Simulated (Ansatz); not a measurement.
Moving the choice of potentials or basis in CdF2

```cif
data_structure
_symmetry_space_group_name_H-M 'P 1'
_symmetry_Int_Tables_number 1
_cell_length_a 3.8099
_cell_length_b 3.8099
_cell_length_c 3.8099
_cell_angle_alpha 60.000
_cell_angle_beta 60.000
_cell_angle_gamma 60.000
_cell_volume 39.10
loop_
_atom_site_label
_atom_site_type_symbol
_atom_site_fract_x
_atom_site_fract_y
_atom_site_fract_z
_atom_site_occupancy
Cd1 Cd 0.00000 0.00000 0.00000 1
F1 F 0.75000 0.75000 0.75000 1
F2 F 0.25000 0.25000 0.25000 1
```

Kept alike: task band structure; functional PBEsol; k mesh 9 × 9 × 9; occupations fermi-dirac, width 0.05 eV; no spin polarisation. Program: Ansatz. Cutoffs run from 1050 to 1633 eV. The mesh is that of the run's cell of 3 atoms. No spin-orbit coupling.

```csv
choice of potentials or basis,band gap (eV)
Ansatz PAW (files of its older set among them) (made for PBE),2.929
PseudoDojo standard (PBEsol files),2.955
PseudoDojo stringent (PBEsol files),2.956
```

Gaps are the smaller of the mesh's and the band path's.

Question: What does the choice of potentials or basis change here?

Answer: The band gap runs from 2.929 (Ansatz PAW (files of its older set among them) (made for PBE)) to 2.956 eV (PseudoDojo stringent (PBEsol files)).
